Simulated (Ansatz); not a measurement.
### Question
Each is relaxed and computed with the program Ansatz at the r²SCAN level (PAW). Which is the only metal?
A. ZnCu2SiTe4, I-42m (Zn on 2a, Si on 2b, Cu on 4d, Te on 8i)
B. SiGe, P4/nmm (Ge on 2c, Si on 2a)
C. SiO2, I-42d (Si on 4a, O on 8d)
D. SiC, Pnma (Si on 4c, C on 4c)

### Answer
B, SiGe, P4/nmm (Ge on 2c, Si on 2a). SiGe: metal; SiO2: gap 6.56 eV (direct); ZnCu2SiTe4: gap 0.50 eV (indirect); SiC: gap 3.02 eV (indirect). Constructed cells (a structure type filled with these elements, in neither database checked): SiGe, P4/nmm (Ge on 2c, Si on 2a). Typed or built starts, not in the databases checked: SiC, Pnma (Si on 4c, C on 4c). Not the usual ambient phase: SiO2, I-42d (Si on 4a, O on 8d); SiC, Pnma (Si on 4c, C on 4c). Standing as an ambient phase not checked: ZnCu2SiTe4, I-42m (Zn on 2a, Si on 2b, Cu on 4d, Te on 8i). Weakly bound layers, chains or molecules computed without a dispersion correction, so cells and soft constants are ill determined: SiGe, P4/nmm (Ge on 2c, Si on 2a). All cells were relaxed under the symmetry of their starts (and spin orders); stability against distortions was not tested throughout. Rows with no word on spin ran without spin polarisation. Scalar-relativistic: spin–orbit coupling is off unless named, which matters more the heavier the elements.

Potentials: the later of the program's two PAW sets.
